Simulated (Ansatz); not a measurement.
ReSe$_{2}$:
Space group P-1 (No. 2); a = 6.6124 Å, b = 6.7357 Å, c = 6.8498 Å, α = 91.86°, β = 104.73°, γ = 118.87°

| atom | site | symmetry | x | y | z |
|---|---|---|---|---|---|
| Re | 2i | 1 | 0.0646 | 0.3156 | 0.4918 |
| Re | 2i | 1 | 0.4873 | 0.2915 | 0.4972 |
| Se | 2i | 1 | 0.2496 | 0.3824 | 0.2120 |
| Se | 2i | 1 | 0.7227 | 0.3404 | 0.2449 |
| Se | 2i | 1 | 0.2253 | 0.1092 | 0.7189 |
| Se | 2i | 1 | 0.2464 | 0.8643 | 0.3076 |

Relaxed with r²SCAN+D4.

Question: Tabulate the valence density and the electron localisation function along the shortest Re–Re contact (2.73 Å), r²SCAN+D4 (plane waves, PAW; program Ansatz).

Answer: 

```
distance from Re (Å)  density (e/Å³)   ELF
--------------------  --------------  ----
0.27                            6.90  0.56
0.41                            6.33  0.70
0.55                            4.79  0.73
0.68                            3.02  0.66
0.82                            1.69  0.50
0.96                            0.95  0.37
1.09                            0.64  0.36
1.23                            0.52  0.45
1.37                            0.49  0.50
1.50                            0.52  0.45
1.64                            0.64  0.36
1.77                            0.95  0.37
1.91                            1.69  0.50
2.05                            3.02  0.66
2.18                            4.79  0.73
2.32                            6.33  0.70
2.46                            6.90  0.56
```

The density is the valence pseudo-density with augmentation charge, so density and ELF within about 1 Å of a nucleus are not all-electron values.

The workflow started from a Materials Project entry (that database holds measured and hypothetical structures alike); the Crystallography Open Database files this formula in space group No. 2, but the cells were not matched. Whether it is the stable phase at ambient conditions was not checked. Symmetry was held in the r²SCAN+D4 relaxation; whether a distortion lowers the energy is not shown. No spin polarisation was allowed. Spin–orbit coupling is left out wherever it is not named.

Potentials: the later of the program's two PAW sets.
